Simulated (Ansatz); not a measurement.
Start of a relaxation of Si2Ag:

Space group Cmmm (No. 65). a = 5.500 Å, b = 11.730 Å, c = 3.908 Å, α = 90.00°, β = 90.00°, γ = 90.00°
| atom | site | symmetry | x | y | z |
| --- | --- | --- | --- | --- | --- |
| Si | 8q | ..m | 0.2118 | 0.1099 | 0.5000 |
| Ag | 4e | ..2/m | 0.2500 | 0.2500 | 0.0000 |

The calculation used DFT PBE, scalar-relativistic, plane waves, PAW in Ansatz. Cutoff 420 eV, Gaussian smearing, Γ-centred meshes. Cell and atoms relax first on a coarse mesh and then on a finer one. In between, the cell is made exact in the group found at 0.06 Å. In metals the finer mesh still leaves noise of several meV/atom or more. The steps can't lower the symmetry of their start. No spin polarisation.

A guess keeps its type if space group and coordination stay and the shape of the cell changes little (axis ratios within about 15 %, angles within 6°); the volume may change.

Q: Will the relaxed cell still be of the starting type?

A: It doesn't keep its type. The symmetry goes from Cmmm (No. 65) to P4/mmm (No. 123). The volume per atom grows by 18.5 %, from 21.0 to 24.9 Å³. The shortest distance goes from 2.33 Å (Si–Si) to 2.36 Å (Si–Si). Counting neighbours within 15 % of an atom's shortest distance, the start has Ag 6, Si 4 and the end Ag 4, Si 5. In detail, at the end around Si lie 3 Si at 2.36–2.48 Å and 2 Ag at 2.53 Å; around Ag lie 4 Si at 2.53 Å.

```cif
data_structure
_symmetry_space_group_name_H-M 'P4/mmm'
_symmetry_Int_Tables_number 123
_cell_length_a 5.8232
_cell_length_b 5.8232
_cell_length_c 4.4055
_cell_angle_alpha 90.000
_cell_angle_beta 90.000
_cell_angle_gamma 90.000
_cell_volume 149.39
loop_
_atom_site_label
_atom_site_type_symbol
_atom_site_symmetry_multiplicity
_atom_site_Wyckoff_symbol
_atom_site_fract_x
_atom_site_fract_y
_atom_site_fract_z
_atom_site_occupancy
Si1 Si 4 m 0.00000 0.28690 0.50000 1
Ag1 Ag 2 f 0.00000 0.50000 0.00000 1
```

The last run used an 8×8×8 mesh for its 6-atom cell and Gaussian smearing of 0.10 eV. Symmetry constrained the relaxation, so the result can be a saddle point.
